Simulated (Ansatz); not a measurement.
ZrB$_{2}$:
```
CELL_PARAMETERS angstrom
      3.16718     0.00000     0.00000
     -1.58359     2.74285     0.00000
      0.00000     0.00000     3.55158
ATOMIC_POSITIONS crystal
  Zr 0.00000 0.00000 0.00000
  B  0.33333 0.66667 0.50000
  B  0.66667 0.33333 0.50000
```

Relaxed with r²SCAN in the plane-wave PAW code Ansatz. Indices refer to the conventional cell of P6/mmm, a = b = 3.167 Å, c = 3.552 Å, α = β = 90.00°, γ = 120.00°.

Task: Simulate the powder diffraction pattern (Fe Kα, λ = 1.93735 Å; lines above 1 %) up to 2θ = 90°.

Result: Simulated powder pattern, Fe Kα, λ = 1.93735 Å (kinematic, ideal powder, no thermal factors, no anomalous dispersion; the 30 strongest lines at most, above 1 %, up to 2θ = 90°):

| 2θ (°) | d (Å) | I/Imax (%) | hkl |
|---|---|---|---|
| 31.66 | 3.552 | 37 | (0001) |
| 41.36 | 2.743 | 71 | (1 0 -1 0) |
| 53.00 | 2.171 | 100 | (1 0 -1 1) |
| 66.12 | 1.776 | 9.9 | (0002) |
| 75.42 | 1.584 | 21 | (1 1 -2 0) |
| 81.06 | 1.491 | 23 | (1 0 -1 2) |
| 84.10 | 1.446 | 18 | (1 1 -2 1) |
| 89.87 | 1.371 | 9.3 | (2 0 -2 0) |

Symmetry was held in the r²SCAN relaxation. The run is not spin-polarised.

Potentials: the later of the program's two PAW sets.
